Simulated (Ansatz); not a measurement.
KI (rock salt)

```xyz
2
Lattice="0.0000 3.5458 3.5458 3.5458 0.0000 3.5458 3.5458 3.5458 0.0000" Properties=species:S:1:pos:R:3 pbc="T T T"
I      0.0000     0.0000     0.0000
K      3.5458     3.5458     3.5458
```

Two coordinates are scanned: the volume, and the ratio of the stretch along z (the conventional c axis) to the stretch across it. Atoms keep their fractional coordinates.

These are r2SCAN (plane waves to 500 eV, PAW, scalar-relativistic; Ansatz, a quantum-chemistry and plane-wave program) values and carry that method's errors. k mesh 8×8×8 (Γ-centred), Fermi-Dirac smearing 0.05 eV. Stress and pressure are positive under compression. KI was relaxed with its symmetry unable to fall. Spin-orbit coupling is left out, though I is heavy.

At one point of the scan the stress tensor (GPa) is:

```
  -0.47     0.00     0.00
   0.00    -0.47     0.00
   0.00     0.00    -0.73
```

Task: Which point is it?
A. V/V₀ = 1.027, (c/a)/(c/a)₀ = 1.013
B. V/V₀ = 1.053, (c/a)/(c/a)₀ = 1.013
C. V/V₀ = 1.053, (c/a)/(c/a)₀ = 1.027
D. V/V₀ = 1.080, (c/a)/(c/a)₀ = 0.960

Result: B, V/V₀ = 1.053, (c/a)/(c/a)₀ = 1.013

(A scan under strain: stresses follow from slopes of the energy per volume, elastic moduli from its curvatures.)
